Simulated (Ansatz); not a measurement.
GaSb (zinc blende): scan of one atom of the cell

Relaxed GaSb (zinc blende):

```
GaSb
1.0
    0.00000     6.13244     6.13244
    3.06622     0.00000     3.06622
    3.06622     3.06622     0.00000
Sb Ga
2 2
Direct
  0.37500   0.75000   0.75000
  0.87500   0.75000   0.75000
  0.00000   0.00000   0.00000
  0.50000   0.00000   0.00000
```

In each cell atom 1 (Sb, nearest neighbour Ga at 2.655 Å; its periodic images, 4.3 Å or more away, move with it) moves by s·(0.000, 0.000, 1.000) (along Cartesian z), the rest being held.

Method: r2SCAN (plane waves to 500 eV, PAW, scalar-relativistic; Ansatz, a program for electronic structure). k mesh 11×11×11 (Γ-centred), Fermi-Dirac smearing 0.05 eV. Energies are smeared free energies. Stress and pressure are positive under compression. As the smearing reaches across the gap at some points, energies and forces of such displacements shift with the k mesh and the smearing. F∥ is the force on the atom along that direction. F⊥ is the part of the force across the line. GaSb was relaxed with its symmetry unable to fall. Spin-orbit coupling is left out, though Sb is heavy. ΔE is measured from the undisplaced structure.

```csv
s (Å),ΔE (meV/cell),|F⊥| (eV/Å),P (GPa),F∥ (eV/Å)
-0.800,2294,0.683,6.1,4.545
-0.640,1580,0.502,4.2,4.301
-0.480,941,0.345,2.5,3.633
-0.320,436,0.217,1.1,2.633
-0.160,112,0.106,0.3,1.383
0.000,0,0.001,0.0,0.001
0.160,111,0.108,0.3,-1.380
0.320,435,0.227,1.1,-2.636
0.480,942,0.359,2.4,-3.660
0.640,1587,0.471,4.1,-4.335
0.800,2308,0.545,6.0,-4.606
```

What the scan shows:

| Quantity | Value |
|---|---|
| Energy at s = 0.800 Å | 2308 meV/cell |
| Force along the line at s = -0.800 Å | 4.55 eV/Å |
| Shape of the curve | a single well with its minimum at or next to zero displacement |
| Force constant k = d²E/ds² at s = 0 (finite differences) | 8.77 eV/Å² |
| Harmonic estimate at the end of the scan | ½ks² = 2806 meV/cell against the computed 2308 meV/cell, so the well is softer than harmonic there |

The 11 points together took about 30 core-minutes (a rough figure).

(A displaced cell: forces are minus the slopes of the energy, force constants its curvatures, and phonons follow from these.)
